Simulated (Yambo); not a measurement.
CdI$_{2}$ (CdI2 type, space group P-3m1, No. 164), G0W0@PBEsol in Yambo with this input:

```
rim_cut
gw0
dyson
el_el_corr
HF_and_locXC
ppa
em1d
RandQpts= 1000000
RandGvec= 1 Ry
EXXRLvcs= 102 Ry
VXCRLvcs= 408 Ry
Chimod= "HARTREE"
% BndsRnXp
 9 | 244 |
%
NGsBlkXp= 6 Ry
% LongDrXp
 1.0 | 1.0 | 1.0 |
%
PPAPntXp= 27.2114 eV
% GbndRnge
 1 | 244 |
%
GTermKind= "BG"
DysSolver= "n"
ExtendOut
```

On a 3×3×2 mesh, with wavefunctions cut at 102 Ry, the gap (A → Γ) is 3.259 eV and the valence edge shifts by -0.703 eV.

**Question.** What happens with this change: no random integration?

**Answer.** The gap falls by 0.040 eV, to 3.219 eV; the shift of the valence edge becomes -0.511 eV. Neither run is shown to be the converged limit. The mesh misses a band edge: along a dense path the PBEsol gap is 1.93 eV against 1.99 eV on the mesh.

Spin-orbit coupling is included.

Geometry relaxed with PBE+D3(BJ); primitive cell a = 4.2421 Å, b = 4.2421 Å, c = 6.8172 Å, α = 90.00°, β = 90.00°, γ = 120.00°.

A shift is the quasiparticle energy of the state minus its PBEsol energy.
